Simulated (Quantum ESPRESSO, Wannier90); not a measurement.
**Wannier functions of Ag (bcc (W type), model phase)**

```yaml
crystal:
  lattice:
    - [-1.65566, 1.65566, 1.65566]
    - [1.65566, -1.65566, 1.65566]
    - [1.65566, 1.65566, -1.65566]
  atoms:
    - { symbol: Ag, position: [0.00000, 0.00000, 0.00000] }
```

Materials Project entry mp-2646971; symmetrised, unrelaxed at this level. This isn't the element's usual structure (fcc); take it as a model of another phase. Method: PBEsol plane waves in Quantum ESPRESSO 7.5 (PseudoDojo norm-conserving files, 66 Ry, spinors with spin-orbit coupling), Bloch states on a 10×10×10 mesh through Γ, Wannier90 4.0.1. Density: 18×18×18 mesh, cold smearing 0.01 Ry.

Base run: 18 functions from bands 9-42 of the 42 computed, start hydrogen-like Ag: s;p;d, centres 0.05 Å off the atoms, frozen window up to 1.50 eV relative to the Fermi level, outer window open. One setting was then changed (edges relative to the Fermi level; misfit to pw.x on a path, for states up to 1.0 eV relative to the Fermi level).

```tsv
run	Ω_I (Å²)	rms misfit (meV)	worst (meV)
base	13.45	5.6	107
changed	13.55	2.4	22
```

Problem. Which change was made?
A) only the lowest 26 of the kept bands
B) frozen window to -0.50 eV
C) no frozen window
D) frozen window to 2.50 eV

Solution. D, frozen window to 2.50 eV. The others give:

```json
[
 {"run": "frozen window to -0.50 eV", "Ω_I (Å²)": "13.36", "rms misfit (meV)": "20", "worst (meV)": "353"},
 {"run": "no frozen window", "Ω_I (Å²)": "12.92", "rms misfit (meV)": "302", "worst (meV)": "903"},
 {"run": "only the lowest 26 of the kept bands", "Ω_I (Å²)": "16.65", "rms misfit (meV)": "2.3", "worst (meV)": "32"}
]
```
